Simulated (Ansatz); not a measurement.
This cell of Pt (fcc, Cu type) is off equilibrium:

```
Pt
1.0
    3.97009     0.00000     0.00000
    0.00000     3.97009     0.00000
    0.00000     0.00000     3.97009
Pt
4
Direct
  0.14105   0.00000   0.00000
  0.50000   0.50000   0.00000
  0.50000   0.00000   0.50000
  0.00000   0.50000   0.50000
```

Level of theory: PBE (plane waves to 420 eV, PAW, scalar-relativistic; Ansatz, an electronic-structure program). k mesh 10×10×10 (Γ-centred), Fermi-Dirac smearing 0.05 eV. E stands for the smeared free energy. Stress and pressure are positive under compression. With partly filled bands, energies and forces of such displacements shift with the k mesh and the smearing. Pt is run without spin polarisation. Pt was relaxed with its symmetry unable to fall. Spin-orbit coupling is left out, though Pt is heavy. The PAW data are Ansatz's earlier set.

Q: What forces act on the atoms (eV/Å, Cartesian)?

A: 
```tsv
atom	Fx	Fy	Fz
Pt1	-7.081	0.000	0.000
Pt2	3.748	0.000	0.000
Pt3	3.748	0.000	0.000
Pt4	-0.415	0.000	0.000
```

Q: What is the stress tensor (GPa)?

A: 
```
   18.1      0.0      0.0
    0.0     22.3      0.0
    0.0      0.0     22.3
```
The pressure, a third of the trace, is 20.9 GPa.

Q: In it atom 1 sits (0.560, 0.000, 0.000) Å away from its relaxed site. What is its energy relative to the relaxed cell?

A: 1881 meV/cell.

(A displaced cell: forces are minus the slopes of the energy, force constants its curvatures, and phonons follow from these.)
